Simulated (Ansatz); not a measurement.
**Stress against strain in LuHg**

```xyz
2
Lattice="3.6070 0.0000 0.0000 0.0000 3.6070 0.0000 0.0000 0.0000 3.6070" Properties=species:S:1:pos:R:3 pbc="T T T"
Lu    1.8035    1.8035    1.8035
Hg    0.0000    0.0000    0.0000
```

Atom numbers follow the list: Lu1, Hg2.

The conventional cell has a = 3.607 Å, b = 3.607 Å, c = 3.607 Å, α = 90.00°, β = 90.00°, γ = 90.00°. Around Lu (atom 1) lie 8 Hg at 3.12 Å. Hg (atom 2) is surrounded by 8 Lu at 3.12 Å.

The geometry is COD entry 1523433, unchecked; take it as a test cell.

Spin–orbit coupling is left out, though it moves levels of the heavy atoms by tenths of an eV or more.

Level of theory: DFT, LDA, all-electron LAPW, scalar-relativistic in Ansatz 0.2.0.

Numerical set-up: a Γ-centred 10×10×10 k mesh, Fermi–Dirac smearing of 0.05 eV, basis error target 0.25 meV/atom, no spin polarisation.

The strain is applied along the Cartesian axes of the cell as listed (the other components stay zero). Fractional coordinates are held (clamped ions).

σ is the change of stress from the unstrained cell, which is at -4.17 GPa; tension is positive, so slopes are stress–strain coefficients at that pressure. In a metal the k mesh adds noise.

Only quantities that a quadratic follows smoothly over the whole series are listed; rougher ones are left out.

```csv
εzz,σzz (GPa),σxx (GPa)
-0.0200,-2.12,-1.17
0.0000,0.00,0.00
0.0100,0.99,0.53
0.0200,1.90,1.04
```

Q: Fit the series and read off the stiffness at zero strain.

A: Least-squares fits y = p0 + p1 x + p2 x² to the rows give σzz (GPa): p1 = 101, p2 = -290; σxx (GPa): p1 = 55.2, p2 = -160. So C11 = 101 GPa and C12 = 55 GPa, which gives B = (C11 + 2 C12)/3 = 70 GPa.

Q: One run, at εzz = -0.0100, is withheld. Predict its row.

A: The fits give -1.03, -0.57; the run gave -1.04, -0.57.
